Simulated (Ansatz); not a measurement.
Starting cell, TiAl$_{3}$ (D022 type, space group I4/mmm):

```xyz
4
Lattice="-1.9121 1.9121 4.2803 1.9121 -1.9121 4.2803 1.9121 1.9121 -4.2803" Properties=species:S:1:pos:R:3 pbc="T T T"
Al     0.0000     0.0000     4.2803
Al     0.0000     1.9121     2.1401
Al     1.9121     0.0000     2.1401
Ti     0.0000     0.0000     0.0000
```

In this cell atom 1 (Al, nearest neighbour Ti at 2.704 Å; its periodic images, 3.8 Å or more away, move with it) is moved by u·(0.707, 0.707, 0.000) + v·(0.000, 0.000, 1.000); the rest is frozen.

All values below come from r2SCAN (plane waves to 500 eV, PAW, scalar-relativistic; Ansatz, a first-principles code). k mesh 14×14×14 (Γ-centred), Fermi-Dirac smearing 0.05 eV. The energy includes the smearing's −TS. With partly filled bands, energies and forces of such displacements shift with the k mesh and the smearing. TiAl3 is run without spin polarisation. TiAl3 was relaxed with its symmetry unable to fall. The last digit holds for this mesh only.

Changes of ΔE (meV/cell) from the point u = 0.000 Å, v = 0.000 Å when one coordinate moves alone (two changes are said to add if the coupling is within 5 % of the smaller one, nearly so within 20 %):

```json
[
 {"point": "u = 0.000 Å, v = -0.410 Å", "change": "387.3"},
 {"point": "u = 0.000 Å, v = -0.205 Å", "change": "90.9"},
 {"point": "u = -0.410 Å, v = 0.000 Å", "change": "834.0"},
 {"point": "u = -0.205 Å, v = 0.000 Å", "change": "195.6"},
 {"point": "u = 0.205 Å, v = 0.000 Å", "change": "195.6"},
 {"point": "u = 0.410 Å, v = 0.000 Å", "change": "834.0"},
 {"point": "u = 0.000 Å, v = 0.205 Å", "change": "90.9"},
 {"point": "u = 0.000 Å, v = 0.410 Å", "change": "387.3"}
]
```

**Question.** Do the two effects add at u = -0.410 Å, v = -0.410 Å? Give the computed change.

**Answer.** The sum of the single changes is 834.0 + (387.3) = 1221.3; the calculation gives 1293.2, so the coupling contributes 71.9 (under 20 % of the smaller single change, nearly additive).

**Question.** Do the two effects add at u = 0.205 Å, v = -0.205 Å? Give the computed change.

**Answer.** The sum of the single changes is 195.6 + (90.9) = 286.5; the calculation gives 291.3, so the coupling contributes 4.8 (under 20 % of the smaller single change, nearly additive).

**Question.** What is the change at u = 0.410 Å, v = 0.205 Å, where both move, and how far is it from the sum?

**Answer.** The sum of the single changes is 834.0 + (90.9) = 924.9; the calculation gives 940.2, so the coupling contributes 15.3 (under 20 % of the smaller single change, nearly additive).

(For displaced atoms, the force is minus the slope of the energy, and its curvature is a force constant, which sets phonon frequencies.)
